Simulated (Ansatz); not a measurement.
Starting cell, ZnS (zinc blende):

```
CELL_PARAMETERS angstrom
      0.00000     5.39041     5.39041
      2.69520     2.69520     5.39041
      2.69520     2.69520     0.00000
ATOMIC_POSITIONS crystal
  S  0.00000 0.75000 0.75000
  S  0.50000 0.75000 0.75000
  Zn 0.00000 0.00000 0.00000
  Zn 0.50000 0.00000 0.00000
```

A phonon eigenvector at X = (0.5, 0.5, 0.0) is frozen into this cell: atom i moves by Q times the vector below, so Q is the largest atomic displacement, in Å. The cell is held. It is one choice among 2 degenerate patterns. (q is in reciprocal vectors of the primitive cell; the cell shown is doubled to hold the pattern.)

```tsv
atom	x	y	z
S1	0.620	0.000	0.000
S2	-0.620	0.000	0.000
Zn3	0.000	1.000	0.000
Zn4	0.000	-1.000	0.000
```

All values below come from r2SCAN (plane waves to 500 eV, PAW, scalar-relativistic; Ansatz, an electronic-structure program). k mesh 11×11×11 (Γ-centred), Fermi-Dirac smearing 0.05 eV. Energies are smeared free energies. The PAW data are Ansatz's earlier set. ZnS was relaxed with its symmetry unable to fall. ΔE is measured from the undisplaced structure.

The scan covers Q from -0.100 to 0.100 Å in 13 points.

**Question.** Which space group does the distorted structure have?

**Answer.** C222_1 (No. 20), lowered from F-43m.

**Question.** Is this a single well or a double well?

**Answer.** A single well with its minimum at or next to zero displacement.

**Question.** What is the energy change at Q = 0.100 Å?

**Answer.** 24.5 meV/cell.

**Question.** What harmonic wavenumber does the curvature at Q = 0 give?

**Answer.** 93 cm⁻¹.

(For displaced atoms, the force is minus the slope of the energy, and its curvature is a force constant, which sets phonon frequencies.)
